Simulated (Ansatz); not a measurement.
Nb3Ir:
```
Nb3Ir
1.0
    4.05674     0.00000     0.00000
    0.00000     4.05674     0.00000
    0.00000     0.00000     4.05674
Nb Ir
3 1
Direct
  0.00000   0.50000   0.50000
  0.50000   0.50000   0.00000
  0.50000   0.00000   0.50000
  0.00000   0.00000   0.00000
```

Relaxed with PBEsol. Special points in fractions of this cell's reciprocal vectors: Γ (0.000, 0.000, 0.000); X (0.000, 0.500, 0.000); M (0.500, 0.500, 0.000); R (0.500, 0.500, 0.500).

Q: List the band energies nearest the Fermi level at these points for DFT-PBEsol with spin–orbit coupling in the program Ansatz with PAW potentials.

A: In eV from the Fermi level; about four levels below and three above (degenerate sets whole), none deeper than 8.9 eV; points with the same levels are listed once.

| k | below | above |
|---|---|---|
| Γ | -1.00 -1.00 -1.00 -1.00 -0.69 -0.69 | 1.43 1.43 1.43 1.43 |
| X | -1.67 -1.67 -1.43 -1.43 | 0.64 0.64 0.88 0.88 |
| M | -1.29 -1.29 -1.26 -1.26 | 1.28 1.28 1.37 1.37 |
| R | -0.20 -0.20 -0.20 -0.20 -0.11 -0.11 | 0.59 0.59 1.26 1.26 1.26 1.26 |

Space group Pm-3m (Cu3Au type). The cell is a constructed one: a structure type filled with these elements; neither database checked (COD, Materials Project) lists it. COD files the formula under space group No. 223. Its standing as an ambient phase is unchecked. The PBEsol relaxation kept the symmetry of its start. At this level the phase is mechanically unstable. The run is not spin-polarised.

Potentials: the earlier of the program's two PAW sets. The files were generated under PBE; for other functionals the program regenerates the frozen cores, and for LDA and PBEsol the local potential too.
